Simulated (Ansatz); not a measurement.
Rb2PdC2:
```xyz
5
Lattice="5.3857 0.0000 0.0000 -2.6928 4.6641 0.0000 0.0000 0.0000 5.2670" Properties=species:S:1:pos:R:3 pbc="T T T"
C      0.0000     0.0000     2.0022
C      0.0000     0.0000     3.2648
Rb     0.0000     3.1094     1.4932
Rb     2.6928     1.5547     3.7738
Pd     0.0000     0.0000     0.0000
```

Relaxed with r²SCAN. Independent-particle spectrum: no excitons, no local fields, no scissors shift; 0.1 eV broadening; ε₁ of the summed bands alone.

### Question
Tabulate the dielectric function from r²SCAN in the plane-wave PAW code Ansatz.

### Answer


```
E (eV)  ε₁ xx  ε₂ xx  ε₁ zz  ε₂ zz
------  -----  -----  -----  -----
0.0      3.91   0.00   7.89   0.00
0.4      3.93   0.00   8.04   0.00
0.8      4.01   0.00   8.58   0.00
1.2      4.17   0.00   9.82   0.00
1.6      4.45   0.00  13.94   0.15
2.0      4.88   0.15  14.02  14.62
2.4      5.85   0.16   5.17   9.96
2.8      7.47   2.81   0.11  15.62
3.2      2.52   8.27  -4.44   5.65
3.6      2.04   3.44  -1.95   2.39
4.0      0.55   2.69  -0.19   1.24
4.4      1.38   1.45   1.45   0.86
4.8      1.77   1.70   1.55   2.00
5.2      1.91   1.80   2.61   2.32
5.6      1.67   1.48   2.28   2.21
6.0      1.83   1.25   2.62   3.93
6.4      2.05   1.00   1.36   2.66
6.8      2.17   1.51   1.52   2.19
7.2      2.35   1.62   1.65   3.61
7.6      2.01   1.35  -0.22   3.13
8.0      2.59   2.03   0.25   1.86
8.4      2.06   2.13   0.81   2.04
8.8      1.43   1.78   0.15   1.76
9.2      1.70   2.30   0.60   1.31
9.6      1.22   1.90   1.01   1.41
10.0     1.16   2.13   0.57   1.58
10.4     0.94   1.67   0.70   1.87
10.8     1.01   1.31   0.63   1.18
11.2     0.94   1.52   0.43   1.17
11.6     0.83   1.24   0.81   0.91
12.0     0.88   0.89   0.68   0.84
```

### Question
From ε at 3.7 eV (xx: 2.10 + 3.79i), find n, k, the normal reflectivity and the absorption coefficient.

### Answer
n = 1.79, k = 1.057, R = 20 %, α = 2kE/ħc = 400000 cm⁻¹.

With all bands, ε∞ without local fields is 4.02 (xx = yy), 7.98 (zz).

Space group P-3m1. The workflow started from an entry of the Crystallography Open Database (COD). Whether it is the stable phase at ambient conditions was not checked. Symmetry was held in the r²SCAN relaxation; its stability against distortions is not shown here. The run is not spin-polarised. Spin–orbit coupling is left out wherever it is not named.

Potentials: the later of the program's two PAW sets.
